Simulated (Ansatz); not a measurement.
Consider the following.

ZnHgSe$_{2}$:
```xyz
4
Lattice="2.0490 1.1830 6.7597 -2.0490 1.1830 6.7597 0.0000 -2.3660 6.7597" Properties=species:S:1:pos:R:3 pbc="T T T"
Zn     0.0000     0.0000    10.1150
Hg     0.0000     0.0000     0.0616
Se     0.0000     0.0000     2.6551
Se     0.0000     0.0000    12.5175
```

This is the LDA-relaxed structure.

All from the program Ansatz at the LDA level (PAW), unless another level is named. Predict the electronic character.

no gap, with almost no states at the Fermi level (zero-gap or semimetallic).

And the formation energy from the elements (no fitted shifts)?

-0.39 eV/atom.

Space group R3m. The workflow started from a Materials Project entry (that database holds measured and hypothetical structures alike); the Crystallography Open Database copy checked does not list it. Its standing as an ambient phase is unchecked. The cell was relaxed with LDA under the symmetry of its start; its stability against distortions is not shown here. The references are the lowest solids computed at this level, not always the standard phases. Scalar-relativistic: spin–orbit coupling is off unless named, which matters more the heavier the elements.

Potentials: the later of the program's two PAW sets.
